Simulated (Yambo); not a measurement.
Quantum ESPRESSO input (LDA, PseudoDojo standard norm-conserving files, scalar-relativistic) whose wavefunctions are converted with p2y:

```
&CONTROL
  calculation = 'nscf'
  pseudo_dir = './pseudo'
  outdir = './out'
/
&SYSTEM
  ibrav = 0
  nat = 2
  ntyp = 2
  ecutwfc = 84.0
  ecutrho = 336.0
  occupations = 'fixed'
  force_symmorphic = .true.
  nbnd = 79
/
&ELECTRONS
  conv_thr = 2e-09
  diago_full_acc = .true.
  diago_thr_init = 1e-08
/
ATOMIC_SPECIES
N 14.0070 N.upf
Al 26.9815 Al.upf
CELL_PARAMETERS angstrom
  0.000000000000   2.166603003000   2.166603003000
  2.166603003000   0.000000000000   2.166603003000
  2.166603003000   2.166603003000   0.000000000000
ATOMIC_POSITIONS crystal
N   0.250000000000   0.250000000000   0.250000000000
Al   0.000000000000   0.000000000000   0.000000000000
K_POINTS automatic
4 4 4 0 0 0
```

Yambo's initialisation report on symmetry, reciprocal space, the k grid and the gaps on this mesh:

```
  [02.02] Symmetries
  ==================

  Inversion symmetry    : yes
  Spatial inversion     : no
  Inversion index       :  25
  K-space Time-reversal : yes
  Magnetic symmetries   : no
  Time-reversal derived K-space symmetries:   25   48
  Group table correct   : yes
  Symmetries units      :  [cc]

  [02.03] Reciprocal space
  ========================

  nG shells         :  192
  nG charge         :  14211
  nG WFs            :  2255
  nC WFs            :  1812
  G-vecs. in first 19 shells:  [ Number ]
     1    9   15   27   51   59   65   89  113
    137   169   181   229   259   283   307   331   339
    387
  ...
  Shell energy in first 19 shells:  [ mHa ]
    0.00000      883.150      1177.53      2355.07      3238.22      3532.60      4710.13      5593.28      5887.67
    7065.20      7948.35      9420.27      10303.4      10597.8      11775.3      12658.5      12952.9      14130.4
    15013.6
  ...

  [02.04] K-grid lattice
  ======================

  Compatible Grid is   : 3D
  Base K vectors       :  K_min[ 1 ]  K_min[ 2 ]  K_min[ 3 ]
  K_min[ 1 ] :  0.000000 -0.250000  0.000000 [rlu]
  K_min[ 2 ] :  0.000000  0.000000 -0.250000 [rlu]
  K_min[ 3 ] : -0.250000  0.000000  0.000000 [rlu]
  Grid dimensions      :   4   4   4
  K lattice UC volume  :  0.028235 [a.u.]

  IBZ K-points                                      :   8
  BZ  K-points                                      :   64

  K/Q-points units:
  rlu = crystal or reduced units; cc = cartesian coordinates; iku = interal k-units

  K [1]          [rlu]:  0.000000  0.000000  0.000000
         WF components:  1807
  K [2]          [rlu]:  0.000000  0.000000  0.250000
         WF components:  1799
  K [3]          [rlu]:  0.000000  0.000000 -0.500000
         WF components:  1772
  K [4]          [rlu]:  0.000000  0.250000  0.250000
         WF components:  1812
  K [5]          [rlu]:  0.000000  0.250000 -0.500000
         WF components:  1776
  K [6]          [rlu]:  0.000000  0.250000 -0.250000
         WF components:  1796
  K [7]          [rlu]:  0.000000 -0.500000 -0.500000
         WF components:  1772
  K [8]          [rlu]:  0.250000 -0.500000 -0.250000
         WF components:  1768

  [02.05] Energies & Occupations
  ==============================

  [X] === General ===
  [X] Electronic Temperature                        :  0.000000  0.000000 [eV K]
  [X] Bosonic    Temperature                        :  0.000000  0.000000 [eV K]
  [X] Finite Temperature mode                       : no
  [X] El. density                                   :  0.39330E+24 [cm-3]
  [X] Fermi Level                                   :  6.896547 [eV]

  [X] === Gaps and Widths ===
  [X] Conduction Band Min                           :  3.270668 [eV]
  [X] Valence Band Max                              :  0.000000 [eV]
  [X] Filled Bands                                  :   4
  [X] Empty Bands                                   :    5   79
  [X] Direct Gap                                    :  4.459941 [eV]
  [X] Direct Gap localized at k                     :  1
  [X] Indirect Gap                                  :  3.270668 [eV]
  [X] Indirect Gap between kpts                     :   1   7
  [X] Last valence band width                       :  2.783501 [eV]
  [X] 1st conduction band width                     :  4.565386 [eV]
```
The gaps are LDA values on this mesh alone; only operations without fractional translations are kept.

Geometry relaxed with LDA.
